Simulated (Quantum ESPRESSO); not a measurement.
## Kohn-Sham bands of InGaAs$_{2}$ (P-4m2)

```
InGaAs2
1.0
    4.22500     0.00000     0.00000
    0.00000     4.22500     0.00000
    0.00000     0.00000     5.96215
In Ga As
1 1 2
Cartesian
  0.00000   0.00000   2.98107
  2.11250   2.11250   0.00000
  2.11250   0.00000  -1.38036
  0.00000   2.11250   1.38036
```

Materials Project entry mp-1223781; symmetrised, unrelaxed at this level. Not found in the COD (Crystallography Open Database) copy used; not checked further. Computed values, not measurements, from LDA: Quantum ESPRESSO (norm-conserving PseudoDojo potentials, cutoff 64 Ry, no spin polarisation, no spin-orbit coupling) on a Γ-centred 8×8×6 mesh, then Wannier90. Density: 8×8×6 mesh, cold smearing 0.01 Ry. Spin-orbit coupling is left out although heavy elements are present.

Energies are relative to the Fermi level; weights are on the orthonormalised atomic waves of the pseudopotential files, averaged over the group. 56 electrons a cell are treated as valence.

Question: Into which isolated groups do the bands fall, where do they lie and what are they made of?

Answer: 
```tsv
bands	from (eV)	to (eV)	filling	weight on atomic waves
1–10	-35.34	-35.30	filled	As 3d 100 %
11–15	-14.92	-14.82	filled	Ga 3d 99 %
16–20	-14.37	-14.15	filled	In 4d 98 %
21–22	-11.99	-9.94	filled	As 4s 63 %, Ga 4p 11 %, In 5p 10 %
```

No gap over 0.05 eV opens at the Fermi level at this level of theory; semilocal functionals close the gap of some real semiconductors.
